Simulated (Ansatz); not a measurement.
A plane-wave DFT run in Ansatz 0.2.0 (scalar-relativistic PAW potentials unless the input names others): input and command.

```yaml
crystal:
  lattice:
    - [1.08963273, 0.62909975, 2.44578521]
    - [-1.08963273, 0.62909975, 2.44578521]
    - [0.0, -1.2581995, 2.44578521]
  atoms:
    - { symbol: Mg, position: [0.0, 0.0, 0.0] }
    - { symbol: O, position: [0.428786, 0.428786, 0.428786] }
    - { symbol: O, position: [0.571214, 0.571214, 0.571214] }
basis:
  ecutwfc: 500
kpoints:
  mp_grid: { grid: [12, 12, 12] }
hamiltonian:
  xc: r2scan
scf:
  occupations: { method: gaussian, width: 0.05 }
  max_iter: 60
output:
  forces: true
  eigenvalues: true
  stress: true
```

```bash
ansatz run input.yaml --threads 1 --pin off --max-ram 2560MiB --backend cpu --events-out ev --progress --plain --runs-dir out
```

Abridged log:
```
Pseudopotentials: kind: paw
Pseudopotential: Mg, paw, valence charge 10, recommended cutoff 500 eV (meta_gga)
Pseudopotential: O, paw, valence charge 6, recommended cutoff 500 eV (meta_gga)
Functional definition: r2SCAN
Crystal: 3 atoms, lattice volume = 10.059 Å³
Basis set: ecut = 500 eV, 243 PW (Γ), exchange–correlation on 96×96×96 points (64 copies of the dense FFT grid, shifted against one another)
Bands: 15, of which v1, the nominal top of the filled ones, is band 11 counted from 1 (10 counted from 0)
Symmetry: 12 space group operations
Space group: R-3m (ITA 166), of the structure as read, at distance tolerance 2.2e-5 Å
k-points: 189 of 1728
Initial density: superposition of atomic densities (neutral atoms: chi_scale 0, normalization atom), corrected by the library's trained network
Initial wavefunctions: pseudopotential atomic-orbital guess
Functional: x = r2scan, c = r2scan; τ floored in thin density (d = 2e-4 eV/Å³)
SCF iter   1: F=—  HF=-3028.609714 eV  |F-HF|=—  |Δ(HF+E_count)|=         —  Δρ=9.30e-2  dr2=5.32e-1  dr2_τ=1.83e0  ethr=1.77e-3  ⟨swp⟩=6.0  Hψ=17380  notcnv=0
SCF iter   2: F=—  HF=-3028.761437 eV  |F-HF|=—  |Δ(HF+E_count)|=   1.52e-1  Δρ=2.90e-2  dr2=2.74e-2  dr2_τ=1.32e-2  ethr=1.77e-3  ⟨swp⟩=3.5  Hψ=7419  notcnv=0
SCF iter   3: F=—  HF=-3028.786498 eV  |F-HF|=—  |Δ(HF+E_count)|=   2.51e-2  Δρ=8.61e-3  dr2=1.93e-3  dr2_τ=1.35e-3  ethr=1.25e-4  ⟨swp⟩=2.4  Hψ=5758  notcnv=0
SCF iter   4: F=—  HF=-3028.791454 eV  |F-HF|=—  |Δ(HF+E_count)|=   4.96e-3  Δρ=8.73e-4  dr2=2.31e-5  dr2_τ=1.74e-5  ethr=8.79e-6  ⟨swp⟩=2.0  Hψ=5516  notcnv=0
SCF iter   5: F=—  HF=-3028.791504 eV  |F-HF|=—  |Δ(HF+E_count)|=   4.96e-5  Δρ=1.74e-4  dr2=1.02e-6  dr2_τ=3.23e-7  ethr=1.05e-7  ⟨swp⟩=2.4  Hψ=4261  notcnv=0
SCF iter   6: F=-3028.791504 eV  HF=-3028.791504 eV  |F-HF|=1.58e-8  |Δ(HF+E_count)|=   7.61e-8  Δρ=2.58e-5  dr2=2.60e-8  dr2_τ=1.17e-8  ethr=4.55e-10  ⟨swp⟩=7.8  Hψ=15496  notcnv=0
Error: refused after 6 iterations: one_centre_occupation = 2.63e0 (threshold 2.00e0); read on the Mg atom at site 0 (counted from 0), in its partial waves of l = 2. The loop had accepted its state. The figure is how many electrons the atom's PAW partial-wave expansion lays in one spin orbital inside its sphere. Of a state that the partial waves describe, at an atom whose sphere does not reach far into another's, it is at most what a level can hold: about one, and more with the corrected tetrahedra; the threshold leaves room over one. Most likely the run has filled a ghost state, a level that t ...
```

Task: The run was meant for a cell not far from equilibrium. What should be changed?

Result: The fault is a lattice far too small (lattice vectors times 0.700). Setting it back cures it. The SCF loop closed, but the program refused the state that it reached. A reference run of the cell with lattice vectors 1.5566 0.8987 3.4940; -1.5566 0.8987 3.4940; 0.0000 -1.7974 3.4940 Å and the atoms in their places converged with pressure 1.32 GPa, largest force 0.630 eV/Å, gap on the mesh 2.85 eV.

Time: 2.6 s on 1 thread of Intel(R) Xeon(R) 6975P-C (Granite Rapids), on a shared host, peak memory 0.34 GiB.